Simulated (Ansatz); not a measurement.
# Rh (fcc)

Computed with Ansatz (plane waves, PAW, 500 eV cutoff): r²SCAN, scalar-relativistic, no spin polarisation, 18×18×18 k-mesh, Gaussian smearing of 0.05 eV; PAW files: Ansatz's generated set soft_2.

```xyz
1
Lattice="0.0000 1.8999 1.8999 1.8999 0.0000 1.8999 1.8999 1.8999 0.0000" Properties=species:S:1:pos:R:3 pbc="T T T"
Rh    0.0000    0.0000    0.0000
```

Path: Γ–X–U | K–Γ–L–W–X, with Γ = (0.000, 0.000, 0.000), X = (0.500, 0.000, 0.500), U = (0.625, 0.250, 0.625), K = (0.375, 0.375, 0.750), L = (0.500, 0.500, 0.500), W = (0.500, 0.250, 0.750) in reciprocal vectors of the calculation's cell.

**Question.** Is it a metal or an insulator, and if it has a gap, where are the band edges on this path?

**Answer.** A metal: bands cross the Fermi level.

Bands as a text map, energy in eV from the Fermi level (dashes), each leg drawn with the same width:
```
  2.86 |                  *              *              
  2.57 |                                                
  2.29 |      *                                         
  2.00 |                                                
  1.71 |                                                
  1.43 |                                *               
  1.14 |       **                              *********
  0.86 |        ****       *           *      *       * 
  0.57 |      ***   **                ***** **        **
  0.29 |     **  **   **             *     *         *  
  0.00 |-----*----**----*---------------*-----------*---
 -0.29 |    *       *               *              *    
 -0.57 |   *       * *   *  *        *            * *   
 -0.86 |  *           **           *                    
 -1.14 |**  *       *   * *  ******      *      **      
 -1.43 | *  *                *               ***   *    
 -1.71 |  *          *   *  *               *           
 -2.00 |   *          **  **              **            
 -2.29 |                            *             *     
 -2.57 |  *                 *             *             
 -2.86 |                *   **    ***      *     *      
 -3.14 |**                 *  ****   *  **              
 -3.43 | *                *  *   ***  ****  *           
 -3.71 |                 *                   *  *       
 -4.00 |  *               * *             *   **        
 -4.29 |                   *               * *  *       
 -4.57 |   *            * *                 *           
 -4.86 |              ** *                  *    *      
        Γ      X      UK       Γ       L       W       X
```

With 17 valence electrons in the calculation's cell and no magnetic order, the bands, two electrons each, can't all be full or empty: band theory demands a metal. (Only strong correlation, outside this picture, could make a Mott insulator of it.)

It took roughly 21 core-seconds on a shared host.
